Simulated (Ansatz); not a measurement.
YOF:
```cif
data_F6O6Y6
_chemical_formula_sum 'Y6 O6 F6'
_space_group_name_H-M_alt 'R-3m :H'
_space_group_IT_number 166
_space_group_name_Hall '-R 3 2"'
_cell_length_a 3.77422
_cell_length_b 3.77422
_cell_length_c 18.81912
_cell_angle_alpha 90.000
_cell_angle_beta 90.000
_cell_angle_gamma 120.000
loop_
_atom_site_label
_atom_site_type_symbol
_atom_site_symmetry_multiplicity
_atom_site_Wyckoff_symbol
_atom_site_fract_x
_atom_site_fract_y
_atom_site_fract_z
_atom_site_occupancy
Y1 Y 6 c 0.00000 0.00000 0.25874 1
O1 O 6 c 0.00000 0.00000 0.37847 1
F1 F 6 c 0.00000 0.00000 0.13015 1
```
(The calculation used a cell of 6 atoms; values per cell refer to that cell.)

Relaxed with PBEsol. 

HSE06 on this cell (Ansatz, a program for electronic structure, PAW) gives a gap of 6.68 eV. What does PBEsol give?

4.96 eV.

Cost on shared cores: the PBEsol run (SCF on a 9×9×9 mesh, then bands and DOS) roughly 40 core-seconds, the HSE06 run (SCF on 5×5×5, then a few points) roughly 2.9 core-minutes; the tasks are unlike.

The workflow started from a Materials Project entry (that database holds measured and hypothetical structures alike); the Crystallography Open Database files this formula in space group No. 166, but the cells were not matched. Whether it is the stable phase at ambient conditions was not checked. The PBEsol relaxation kept the symmetry of its start; whether a distortion lowers the energy is not shown. No spin polarisation was allowed. Spin–orbit coupling is left out wherever it is not named.

Potentials: the earlier of the program's two PAW sets. The files were generated under PBE; for other functionals the program regenerates the frozen cores, and for LDA and PBEsol the local potential too.

Ansatz is a plane-wave DFT program.
